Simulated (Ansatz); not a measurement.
**MgI₂: projected DOS by orbital**

```xyz
3
Lattice="4.1537 0.0000 0.0000 -2.0769 3.5972 0.0000 0.0000 0.0000 6.8620" Properties=species:S:1:pos:R:3 pbc="T T T"
Mg    0.0000    0.0000    0.0000
I     0.0000    2.3981    5.1989
I     2.0769    1.1991    1.6631
```

Atoms are numbered in the order listed.

The cell is a measured one (Crystallography Open Database entry 2013551); the temperature and pressure of the measurement aren't taken into account, and nothing was relaxed.

No spin–orbit coupling, which matters for the heavy atoms here.

All numbers below come from Ansatz 0.2.0, DFT, PBE, all-electron LAPW, scalar-relativistic.

Settings: a Γ-centred 7×7×4 k mesh, Fermi–Dirac smearing of 0.03 eV, basis error target 1 meV/atom, no spin polarisation.

States per eV for one atom of each kind, in 0.4 eV bins named by their centres, from the valence-band top, projected on a minimal set of Löwdin-orthogonalised atomic shells; orbitals are real harmonics on the Cartesian axes, equal curves share a column, and empty bins are left out, as is all above 6.7 eV, near the top of the computed bands.

I2 5p:

```
# E all pz px=py
-11.8 0.01 0.01 0.00
-11.4 0.03 0.01 0.01
-3.8 0.11 0.01 0.05
-3.4 1.28 0.39 0.45
-3.0 1.30 0.52 0.39
-2.6 0.89 0.19 0.35
-2.2 0.85 0.26 0.30
-1.8 1.75 0.58 0.58
-1.4 1.74 0.45 0.64
-1.0 2.29 0.85 0.72
-0.6 3.02 1.22 0.90
-0.2 0.74 0.24 0.25
3.8 0.12 0.02 0.05
4.2 0.28 0.05 0.12
4.6 0.17 0.07 0.05
5.4 0.02 0.01 0.00
5.8 0.04 0.02 0.01
6.2 0.06 0.02 0.02
```

Mg1 3s:

```
# E all
-12.2 0.04
-11.8 0.25
-11.4 0.12
-3.8 0.06
-3.4 0.77
-3.0 0.23
-2.6 0.01
-2.2 0.03
-1.8 0.04
-1.4 0.02
-1.0 0.02
-0.6 0.01
3.4 0.03
3.8 0.59
4.2 1.21
4.6 0.73
5.4 0.07
5.8 0.09
6.2 0.10
```

I2 5s:

```
# E all
-12.2 0.07
-11.8 0.80
-11.4 3.87
-3.4 0.06
-3.0 0.05
-2.6 0.01
-1.8 0.01
-1.4 0.01
-1.0 0.01
3.8 0.01
4.2 0.03
4.6 0.04
5.4 0.01
5.8 0.01
```
